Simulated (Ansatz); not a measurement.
Ta2O5:
```yaml
crystal:
  lattice:
    - [3.83858, 0.00000, 0.00000]
    - [0.00000, 3.85726, 0.00000]
    - [-1.91721, 0.00000, 6.51428]
  atoms:
    - { symbol: Ta, position: [0.64583, 0.00000, 0.79157] }
    - { symbol: Ta, position: [0.35417, 0.00000, 0.20843] }
    - { symbol: O, position: [0.64975, 0.50000, 0.79895] }
    - { symbol: O, position: [0.35025, 0.50000, 0.20105] }
    - { symbol: O, position: [0.18518, 0.00000, 0.87020] }
    - { symbol: O, position: [0.81482, 0.00000, 0.12980] }
    - { symbol: O, position: [0.50000, 0.00000, 0.50000] }
```

Relaxed with r²SCAN. The program Ansatz at the r²SCAN level (PAW) gives a gap of 2.70 eV.

Task: What gap does HSE06 give on the same cell (Ansatz, PAW)?

Result: 3.66 eV, 0.96 eV more. The hybrid was solved on a coarser mesh and at special points; the gap given is the minimum over both.

| k | v1 r²SCAN | c1 r²SCAN | v1 HSE06 | c1 HSE06 |
|---|---|---|---|---|
| Γ | -0.61 | 2.74 | ___ | ___ |
| Z | -0.31 | 4.85 | ___ | ___ |
| B | -0.78 | 2.70 | -0.75 | 3.66 |
| D | -0.32 | 4.68 | -0.32 | 5.83 |
| Y2 | -0.76 | 3.03 | ___ | ___ |
| C2 | 0.00 | 3.71 | ___ | ___ |

Task: Top valence (v1) and lowest conduction level (c1) in eV from each method's valence maximum (which need not be a listed point): supply the withheld HSE06 values.

Result: 
- Z, v1 HSE06: -0.32
- Z, c1 HSE06: 5.96
- Y2, v1 HSE06: -0.74
- Y2, c1 HSE06: 4.03
- Γ, v1 HSE06: -0.56
- Γ, c1 HSE06: 3.70
- C2, v1 HSE06: 0.00
- C2, c1 HSE06: 4.81

Cost on shared cores: the r²SCAN run (SCF on a 8×7×5 mesh, then bands and DOS) around 2.7 core-minutes (rough), the HSE06 run (SCF on 5×4×3, then a few points) very roughly 2.7 core-minutes; the tasks are unlike.

Space group Cmmm. The workflow started from a Materials Project entry (that database holds measured and hypothetical structures alike); the Crystallography Open Database copy checked does not list it. COD files the formula under space group No. 49. Whether it is the stable phase at ambient conditions was not checked. The r²SCAN relaxation kept the symmetry of its start; phonons show weakly imaginary modes. The run is not spin-polarised. Point labels and valley counts follow the cell and symmetry of the run, lower than the named group. Spin–orbit coupling is left out wherever it is not named.

Potentials: the earlier of the program's two PAW sets.
